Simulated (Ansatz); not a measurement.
Relaxed-ion elastic tensor of BAs (wurtzite, P6_3mc) in GPa (Voigt order), LDA (plane waves, PAW; program Ansatz); density 5.38 g/cm³, 13.23 Å³ per atom.

```csv
,1,2,3,4,5,6
1,348,61.3,28.7,0.0,0.0,0.0
2,61.3,348,28.7,0.0,0.0,0.0
3,28.7,28.7,394,0.0,0.0,0.0
4,0.0,0.0,0.0,112,0.0,0.0
5,0.0,0.0,0.0,0.0,112,0.0
6,0.0,0.0,0.0,0.0,0.0,143
```

Question: Is the crystal mechanically stable?

Answer: Yes: the smallest eigenvalue of C is 112 GPa.

Question: Work out the Voigt, Reuss and Hill averages.

Answer: K_V = 148, K_R = 147, K_H = 147; G_V = 138, G_R = 134, G_H = 136 GPa.

Question: Give Young's modulus, Poisson's ratio, Pugh's ratio and the universal anisotropy index.

Answer: E = 9KG/(3K + G) = 312 GPa; ν = 0.15; K/G = 1.08 (brittle by the Pugh limit of 1.75); A_U = 5G_V/G_R + K_V/K_R − 6 = 0.16.

Question: Estimate the sound speeds and the Debye temperature.

Answer: v_l = √((K + 4G/3)/ρ) = 7820 m/s, v_t = √(G/ρ) = 5030 m/s, mean 5520 m/s; Θ = (h/k)(3n/4πV)^(1/3) v_m = 695 K.

Question: How much does each axis shrink under pressure?

Answer: Linear compressibilities β_i = Σ_j S_ij (j = 1 to 3): x 2.3, y 2.3, z 2.2 per TPa.

The workflow started from a Materials Project entry (that database holds measured and hypothetical structures alike); the Crystallography Open Database copy checked does not list it. It is not the phase usual at ambient conditions (space group No. 216). Symmetry was held in the LDA relaxation; phonons on a q-mesh show no instability.

Potentials: the later of the program's two PAW sets.
